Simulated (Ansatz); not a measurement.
**YNi₂B₂C: pressure against volume**

YNi₂B₂C, I4/mmm, a = 3.502 Å, c = 10.329 Å. The structure is a Materials Project entry; whether it is the stable form wasn't checked. Ansatz: PBEsol, PAW, 420 eV, Γ-centred 14×14×14 mesh on 6 atoms, Gaussian smearing 0.10 eV; no spin polarisation. Shape and atoms are relaxed at each volume; pressure is positive in compression.

| V (Å³/atom) | P (GPa) |
| --- | --- |
| 9.922 | ? |
| 10.238 | 6.47 |
| 10.555 | -0.03 |
| 10.871 | -5.58 |
| 11.188 | -10.30 |

Task: Take V0 = 10.555 Å³/atom, count pressures from its P0 = -0.03 GPa, fit the third-order Birch–Murnaghan form to the other rows, and predict the missing pressure.

Result: With the Eulerian strain f = ½[(V0/V)^(2/3) − 1] and y = (P − P0)/[3f(1 + 2f)^(5/2)], the form is the line y = B0 + 1.5 B0 (B0′ − 4) f. Rows (f, y): 0.01027, 200.5; -0.00974, 199.5; -0.01904, 198.1. Means f = -0.006170, y = 199.37; Σ(Δf)² = 0.0004487, ΣΔfΔy = 0.03446; the slope is their ratio. y = 199.8 + 76.80 f GPa, so B0 = 199.8 GPa and B0′ = 4 + 2 × (76.80)/(3 × 199.8) = 4.26. At V = 9.922, f = 0.02105, y = 201.42 and P = 14.07 GPa. The run gave 14.06 GPa, so the fit is 0.01 GPa too high, within twice the rms miss on the fitted rows (0.010 GPa). The form still works here, 33 % of the fitted range beyond its end.

Spin polarisation was left out, and a magnetic state may lie lower.